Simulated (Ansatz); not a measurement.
SiC:
Space group P6₂22 (No. 180); a = 3.073 Å, b = 3.073 Å, c = 7.039 Å, α = 90.00°, β = 90.00°, γ = 120.00°

```
atom  site  symmetry       x       y       z
----  ----  --------  ------  ------  ------
Si      3d       222  0.5000  0.0000  0.5000
C       3c       222  0.5000  0.0000  0.0000
```

Relaxed with r²SCAN.

### Question
Which orbitals make up the states near the band edges in plane-wave PAW r²SCAN (Ansatz code)?

### Answer
Top 1 eV of the valence band: C 2p 77 %, Si 3p 18 %. Bottom 1 eV of the conduction band: Si 3p 47 %, C 2p 18 %, Si 3s 13 %, C 2s 11 %, outside the projected shells 12 %. Projections are on Löwdin-orthogonalised atomic valence shells; empty p or d shells of many metals are not among them.

### Question
Tabulate the density of states.

### Answer
States/eV per cell of 6 atoms, in 0.25 eV bins, energy from the valence-band maximum.

```tsv
E (eV)	total	C 2p	Si 3p	Si 3s
-7.85	1.15	0.55	0.30	0.17
-7.60	1.33	0.64	0.37	0.18
-7.35	1.49	0.73	0.40	0.21
-7.10	1.83	0.90	0.48	0.27
-6.85	1.94	0.96	0.51	0.26
-6.60	1.52	0.76	0.41	0.18
-6.35	1.56	0.79	0.42	0.17
-6.10	1.86	0.98	0.50	0.21
-5.85	1.53	0.81	0.41	0.17
-5.60	1.67	0.90	0.45	0.17
-5.35	1.78	0.97	0.49	0.16
-5.10	1.87	1.04	0.52	0.14
-4.85	1.85	1.05	0.52	0.13
-4.60	2.01	1.15	0.56	0.15
-4.35	2.09	1.22	0.57	0.16
-4.10	2.22	1.33	0.60	0.16
-3.85	2.48	1.53	0.67	0.15
-3.60	2.77	1.77	0.73	0.13
-3.35	2.82	1.84	0.72	0.12
-3.10	2.81	1.86	0.70	0.13
-2.85	2.37	1.60	0.57	0.09
-2.60	2.17	1.49	0.49	0.08
-2.35	2.29	1.62	0.47	0.09
-2.10	3.12	2.25	0.61	0.12
-1.85	3.77	2.71	0.78	0.12
-1.60	2.52	1.86	0.46	0.08
-1.35	1.78	1.33	0.30	0.06
-1.10	1.42	1.08	0.24	0.04
-0.85	1.18	0.90	0.21	0.03
-0.60	0.97	0.75	0.18	0.01
-0.35	0.50	0.39	0.09	0.00
-0.10	0.08	0.06	0.02	0.00
0.15	0.00	0.00	0.00	0.00
0.40	0.00	0.00	0.00	0.00
0.65	0.00	0.00	0.00	0.00
0.90	0.00	0.00	0.00	0.00
1.15	0.00	0.00	0.00	0.00
1.40	0.08	0.01	0.03	0.01
1.65	0.20	0.03	0.09	0.03
1.90	0.33	0.06	0.16	0.05
2.15	0.64	0.12	0.32	0.07
2.40	0.98	0.19	0.49	0.11
2.65	1.12	0.22	0.55	0.12
2.90	1.61	0.32	0.76	0.20
3.15	2.09	0.45	0.98	0.27
3.40	1.67	0.31	0.81	0.20
3.65	1.68	0.28	0.70	0.27
3.90	2.50	0.46	0.96	0.41
4.15	2.44	0.46	0.92	0.38
4.40	2.53	0.53	0.91	0.42
4.65	2.37	0.48	0.89	0.37
4.90	2.70	0.54	1.04	0.37
5.15	2.17	0.45	0.72	0.40
5.40	2.32	0.48	0.72	0.45
5.65	2.14	0.46	0.61	0.46
5.90	2.90	0.66	0.85	0.62
```

Space group P6_222. The start of the workflow was typed in or built on a structure type; neither database checked (COD, Materials Project) lists it. It is not the phase usual at ambient conditions (space group No. 186, 216). The r²SCAN relaxation kept the symmetry of its start; whether a distortion lowers the energy is not shown. Its formation energy is positive at this level, so the cell may be metastable or incomplete.

Potentials: the later of the program's two PAW sets.
